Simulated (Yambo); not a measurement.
A G0W0@PBEsol run in Yambo for LiTaF₆ (space group R-3, No. 148) (2×2×2 Γ-centred k mesh, bands 2 to 160 and a 7 Ry block in the screening, 160 bands in G with the Bruneval-Gonze terminator, plasmon pole fitted at 27.2 eV) gives these matrix elements, in eV, at the band edges (Γ → L):

```
state               E0    <Vxc>     <Σx>  <Σc(E0)>      Z
---------------  -----  -------  -------  --------  -----
valence edge     0.000  -22.690  -30.387     5.006  0.808
conduction edge  6.458  -17.531  -11.303    -3.287  0.854
```

Solve the linearised quasiparticle equation for both states, give the gap, and say how exchange and correlation each act on it.

E = E0 + Z(Σx + Σc − Vxc). Valence: 0.000 + 0.808 × (-30.387 + (5.006) − (-22.690)) = -2.17 eV. Conduction: 6.458 + 0.854 × (-11.303 + (-3.287) − (-17.531)) = 8.97 eV. The gap is 11.15 eV, against 6.46 eV in PBEsol. Replacing Vxc by bare exchange alone would open it by 13.93 eV; correlation takes back 8.29 eV of that, and Z scales what is left. Nearest settings tried, and what they do to the gap: 106 bands in G: +22 meV; 106 bands in W, 106 bands in G: +100 meV; 6 Ry block (175 vectors against 223): +39 meV. Not varied: mesh. So the settings aren't converged at that level. The k mesh is coarse. Spin-orbit coupling is left out, which matters for elements this heavy: edges can move by tenths of an eV.

Geometry of the Materials Project entry, not relaxed at this level; primitive cell a = b = c = 5.4214 Å, α = β = γ = 56.95°.

The structure is a Materials Project entry; no match was found in the copy of COD used, and its stability was not checked.
